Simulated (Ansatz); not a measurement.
NbAgO3:
```cif
data_AgNbO3
_chemical_formula_sum 'Nb1 Ag1 O3'
_space_group_name_H-M_alt 'P 1'
_space_group_IT_number 1
_cell_length_a 3.91806
_cell_length_b 3.91806
_cell_length_c 3.91806
_cell_angle_alpha 90.000
_cell_angle_beta 90.000
_cell_angle_gamma 90.000
loop_
_space_group_symop_operation_xyz
  'x, y, z'
loop_
_atom_site_label
_atom_site_type_symbol
_atom_site_fract_x
_atom_site_fract_y
_atom_site_fract_z
_atom_site_occupancy
Nb1 Nb 0.00000 0.00000 0.00000 1
Ag1 Ag 0.50000 0.50000 0.50000 1
O1 O 0.50000 0.00000 0.00000 1
O2 O 0.00000 0.50000 0.00000 1
O3 O 0.00000 0.00000 0.50000 1
```

Relaxed with LDA.

**Question.** Give the optical modes at the zone centre with their infrared and Raman activity from DFPT, plane-wave PAW LDA (Ansatz code).

**Answer.** Transverse frequencies, without the LO–TO term; a row sums one degenerate level.

```tsv
ω (cm⁻¹)	degeneracy	IR ((D/Å)²/amu)	Raman (Å⁴/amu)	activity	symmetry
165i	3	210.60	0	IR	T1u
47	3	0.00	0	silent	T2u
52	3	0.00	0	silent	T1u
530	3	138.99	0	IR	T1u
```

**Question.** How high does the top mode go among those that the LO–TO term moves?

**Answer.** 816 cm⁻¹ for q along x.

Space group Pm-3m (cubic perovskite). The first step of the workflow began from a Materials Project structure, measured or hypothetical; the Crystallography Open Database copy checked does not list it. COD files the formula under space group No. 57, so this cell is another polymorph or a model. Whether it is the stable phase at ambient conditions was not checked. Symmetry was held in the LDA relaxation. At this level the phase is dynamically unstable (imaginary phonons). The run is not spin-polarised.

Potentials: the later of the program's two PAW sets.
